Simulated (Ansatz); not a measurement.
## Which element?

Cell vectors (Å):

```
3.1044 0.0000 0.0000
0.0000 3.1044 0.0000
0.0000 0.0000 3.1044
```

```json
{"atom": "Ti", "a": "0.5000", "b": "0.5000", "c": "0.5000"}
{"atom": "X", "a": "0.0000", "b": "0.0000", "c": "0.0000"}
```

Theory: r²SCAN, PAW on Ansatz 0.2.0's default frozen-core files (fitted under PBE), scalar-relativistic. k mesh 14×14×14, strains of ±0.005, Fermi-Dirac smearing of 0.100 eV.

Elastic constants of a crystal by Kohn-Sham DFT: slopes of the stress over finite engineering strains of the given cell, Voigt indices, Cartesian axes as in the cell vectors.

```csv
index,elastic (GPa)
11,364.2
12,177.2
44,63.1
```

Problem. All X atoms are one element. Which one was computed?

Solution. Re; the crystal is TiRe (Pm-3m).

Known limits: frozen-core PAW files fitted under PBE, their cores solved anew for the functional of the run; responses of metals move with mesh and smearing; the softest shear constant rests on one k mesh, and a soft shear can herald a distortion on cooling; no spin-orbit coupling on heavy atoms.
